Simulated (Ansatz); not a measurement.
PRu:
```
PRu
1.0
    2.94686     0.00000     0.00000
    0.00000     2.94686     0.00000
    0.00000     0.00000     2.94686
Ru P
1 1
Cartesian
  0.00000   0.00000   0.00000
  1.47343   1.47343   1.47343
```

Relaxed with PBE. Special points in fractions of this cell's reciprocal vectors: Γ (0.000, 0.000, 0.000); X (0.000, 0.500, 0.000); M (0.500, 0.500, 0.000); R (0.500, 0.500, 0.500).

Q: List the band energies nearest the Fermi level at these points for plane-wave PAW PBE (Ansatz code).

A: In eV from the Fermi level; about four levels below and three above (degenerate sets whole), none deeper than 8.9 eV; … stands for higher levels left out; points with the same levels are listed once.

```json
[
 {"k": "Γ", "below": "-1.30 -1.30 -1.30 -0.10 -0.10 -0.10", "above": "7.21 …"},
 {"k": "X", "below": "-4.31 -4.14 -4.14 -0.97", "above": "0.41 4.98 5.29 5.29"},
 {"k": "M", "below": "-5.79 -5.79 -4.70 -2.79 -2.79", "above": "0.20 0.56 2.17"},
 {"k": "R", "below": "-8.12 -7.97 -7.97 -7.97", "above": "0.30 0.30 2.38 2.38 2.38"}
]
```

Space group Pm-3m (CsCl type). A made-up cell: these elements were put on the sites of a structure type; neither database checked (COD, Materials Project) lists it. Its standing as an ambient phase is unchecked. Symmetry was held in the PBE relaxation; its stability against distortions is not shown here. The run is not spin-polarised. Spin–orbit coupling is left out wherever it is not named.

Potentials: the earlier of the program's two PAW sets.
